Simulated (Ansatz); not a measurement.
Data sheet: Na₃Cl (DFT)

Na3Cl:
```yaml
crystal:
  lattice:
    - [3.49219, 0.00000, 0.00000]
    - [0.00000, 3.49219, 0.00000]
    - [0.00000, 0.00000, 9.48433]
  atoms:
    - { symbol: Na, position: [0.00000, 0.00000, 0.50000] }
    - { symbol: Na, position: [0.50000, 0.50000, 0.82329] }
    - { symbol: Na, position: [0.50000, 0.50000, 0.17671] }
    - { symbol: Cl, position: [0.00000, 0.00000, 0.00000] }
```

Space group P4/mmm (No. 123); conventional cell a = 3.4922 Å, b = 3.4922 Å, c = 9.4843 Å, α = 90.00°, β = 90.00°, γ = 90.00°.

Method: the program Ansatz at the PBEsol level (PAW). Structure relaxed to zero pressure with the same functional. Other levels are named where they apply.

**Cell and energy**

```json
{
  "volume_per_atom": "28.92 Å³",
  "density": "1.50 g/cm³",
  "Formation energy from the elements (no fitted shifts)": "-0.78 eV/atom"
}
```

**Electronic structure**

```json
{
 "electronic_character": "metallic (no gap)",
 "Density of states at the Fermi level": "0.31 states/eV per atom (mean over ±0.08 eV)"
}
```

**Mechanics**

```json
{
 "Bulk modulus (Birch–Murnaghan fit)": "12.4 GPa",
 "Pressure derivative B′": "4.0",
 "Elastic constants (relaxed ions, GPa)": "C11 = 35.8, C12 = 1.5, C13 = 4.4, C33 = 22.0, C44 = 4.0, C66 = -0.6",
 "mechanical_stability": "marginal (the smallest eigenvalue of C is near zero)"
}
```

**Phonons**

```json
{
 "highest_zone_centre_frequency": "179 cm⁻¹",
 "zone_centre_stability": "no imaginary mode at Γ"
}
```

The workflow started from a Materials Project entry (that database holds measured and hypothetical structures alike); the Crystallography Open Database copy checked does not list it. Its standing as an ambient phase is unchecked. The PBEsol relaxation kept the symmetry of its start. As this level gives no gap, shear constants depend on the k-mesh and smearing (Fermi–Dirac, 0.1 eV here). As this level gives no gap, phonon frequencies hold no LO–TO term and depend on the k-mesh and smearing (Fermi–Dirac, 0.1 eV here). The references are the lowest solids computed at this level, not always the standard phases (solids in place of the gases).

Potentials: the later of the program's two PAW sets.
